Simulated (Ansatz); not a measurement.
Given:

FeSi₂:
Space group P4/mmm (No. 123); a = b = 2.6766 Å, c = 5.1062 Å, α = β = γ = 90.00°

```
atom  site  symmetry       x       y       z
----  ----  --------  ------  ------  ------
Fe      1a     4/mmm  0.0000  0.0000  0.0000
Si      2h       4mm  0.5000  0.5000  0.2718
```

This is the PBEsol-relaxed structure.

**Question.** All from DFT-PBEsol in the program Ansatz with PAW potentials, unless another level is named. Predict the electronic character.

**Answer.** metallic (no gap).

**Question.** Give the formation energy from the elements (no fitted shifts).

**Answer.** -0.51 eV/atom.

**Question.** What about the density of states at the Fermi level?

**Answer.** 0.29 states/eV per atom (mean over ±0.08 eV).

The first step of the workflow began from a Materials Project structure, measured or hypothetical; the Crystallography Open Database files this formula in space group No. 123, but the cells were not matched. Its standing as an ambient phase is unchecked. The PBEsol relaxation kept the symmetry of its start; of distortions, only those at the zone centre were tested. No spin polarisation was allowed. The references are the lowest solids computed at this level, not always the standard phases.

Potentials: the later of the program's two PAW sets.
